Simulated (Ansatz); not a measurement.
## What DFT gives for YbAsN$_{4}$

```
N Yb As
1.0
    -3.53936    3.53936    3.10429
     3.53936   -3.53936    3.10429
     3.53936    3.53936   -3.10429
N Yb As
8 2 2
Direct
  0.72280 0.78360 0.93920
  0.78360 0.34440 0.06080
  0.34440 0.78360 0.56080
  0.78360 0.72280 0.43920
  0.27720 0.21640 0.06080
  0.21640 0.27720 0.56080
  0.65560 0.21640 0.43920
  0.21640 0.65560 0.93920
  0.87500 0.12500 0.75000
  0.12500 0.87500 0.25000
  0.62500 0.37500 0.25000
  0.37500 0.62500 0.75000
```

Level: r2SCAN, no spin polarisation; 500 eV; 4×4×4 Γ-centred mesh; cold occupations (width 0.0235 eV); Ansatz 0.2.0, fixed geometry.

Is there a gap?

It is a metal, with about 17 states/eV a cell as the mean within 0.25 eV of the Fermi level, mostly N p (68 %) and Yb f (26 %).

Describe some of the short contacts.

N–As at 1.66 Å: least valence density 1.59 e/Å³ and ELF 0.75 there. Yb–N at 2.27 Å: least valence density 0.45 e/Å³ and ELF 0.17 there. These are pseudo-fields; inside the PAW spheres they differ from the all-electron ones.

Where is the largest force?

The largest is on N2 (and as large on other atoms): 3.97 eV/Å, components (-3.12, 0.00, 2.46). It makes 178° with the line to a nearest neighbour, As11 at 1.66 Å, pointing away from it.

Is the cell too large or too small?

The pressure is 16.9 GPa (compression positive), so with the atoms held at these fractions the cell would first expand; the forces are large, so a full relaxation may end otherwise. The principal stresses 14.9, 14.9, 20.9 GPa differ, so its shape would change too.

Give the Bader charges.

Bader charges in e: Yb +2.02, As +2.57, N -1.15. In the mean As gives up most and N takes most.

Origin: a known structure type with other elements, at an estimated volume, so it need not be a known compound. Caveats: no spin polarisation, so a magnetic state may lie lower; the k mesh is coarse if the cell is a metal; atoms or cell far from equilibrium; f levels without a U or exact exchange are poorly placed.
